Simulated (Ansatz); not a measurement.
Cell and atoms are relaxed with the symmetry kept. Start:

```
As Se
1.0
    -3.52942    3.52942    2.65357
     3.52942   -3.52942    2.65357
     3.52942    3.52942   -2.65357
As Se
4 2
Direct
  0.87500 0.12500 0.75000
  0.37500 0.12500 0.25000
  0.87500 0.62500 0.75000
  0.87500 0.12500 0.25000
  0.50000 0.50000 0.00000
  0.25000 0.75000 0.50000
```

All numbers below come from DFT PBE, scalar-relativistic, plane waves, PAW in Ansatz 0.2.0.

Settings: cutoff 420 eV, Γ-centred mesh 8×8×8 on the computed 6-atom cell, Gaussian smearing of 0.10 eV; no spin polarisation.

Problem. What does it relax to?

Solution. The volume rises by 0.01 Å³/atom to 22.05 Å³/atom, and the energy falls by 0.2 meV/atom. Final structure:
```
As Se
1.0
    -3.53999    3.53999    2.63950
     3.53999   -3.53999    2.63950
     3.53999    3.53999   -2.63950
As Se
4 2
Direct
  0.87500 0.12500 0.75000
  0.37500 0.12500 0.25000
  0.87500 0.62500 0.75000
  0.87500 0.12500 0.25000
  0.50000 0.50000 0.00000
  0.25000 0.75000 0.50000
```